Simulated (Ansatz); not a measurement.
Te:
```
CELL_PARAMETERS angstrom
      3.81993     2.15039     0.00000
     -3.81993     2.15039     0.00000
     -0.09880     0.00000     5.97745
ATOMIC_POSITIONS crystal
  Te 0.69062 0.30938 0.66119
  Te 0.30938 0.69062 0.33881
  Te 0.00000 0.00000 0.00000
```

Relaxed with r²SCAN. Special points in fractions of this cell's reciprocal vectors: Γ (0.000, 0.000, 0.000); C (0.329, 0.329, 0.000); C2 (-0.329, 0.671, 0.000); Y2 (-0.500, 0.500, 0.000); M2 (-0.500, 0.500, 0.500); D (-0.328, 0.672, 0.500); D2 (0.328, 0.328, 0.500); A (0.000, 0.000, 0.500); L2 (0.000, 0.500, 0.500); V2 (0.000, 0.500, 0.000).

Question: List the band energies nearest the Fermi level at these points for plane-wave PAW r²SCAN (Ansatz code).

Answer: In eV from the Fermi level; about four levels below and three above (degenerate sets whole), none deeper than 8.9 eV; points with the same levels are listed once.

| k | below | above |
|---|---|---|
| Γ | -2.30 -2.06 -1.76 -1.58 | 1.00 1.01 1.65 |
| C | -3.83 -3.78 -3.40 -3.17 | 3.01 3.03 3.25 |
| Y2 | -4.25 -4.25 -0.44 -0.06 | 0.02 0.31 2.77 |
| M2 | -3.35 -3.28 -2.76 -0.08 | 0.35 2.42 2.57 |
| D | -5.50 -5.46 -0.50 -0.26 | 0.20 0.29 0.40 |
| A | -0.92 -0.35 -0.16 -0.03 | 0.32 4.17 5.37 |
| L2 | -3.64 -2.91 -2.78 -0.24 | 0.31 2.08 2.82 |
| V2 | -4.36 -4.01 -0.70 -0.69 | 0.34 0.45 2.72 |

Space group C2/m. The first step of the workflow began from a Materials Project structure, measured or hypothetical; the Crystallography Open Database copy checked does not list it. It is not the phase usual at ambient conditions (space group No. 152). The cell was relaxed with r²SCAN under the symmetry of its start. At this level the phase is dynamically unstable (imaginary phonons). Spin–orbit coupling is left out wherever it is not named.

Potentials: the later of the program's two PAW sets.
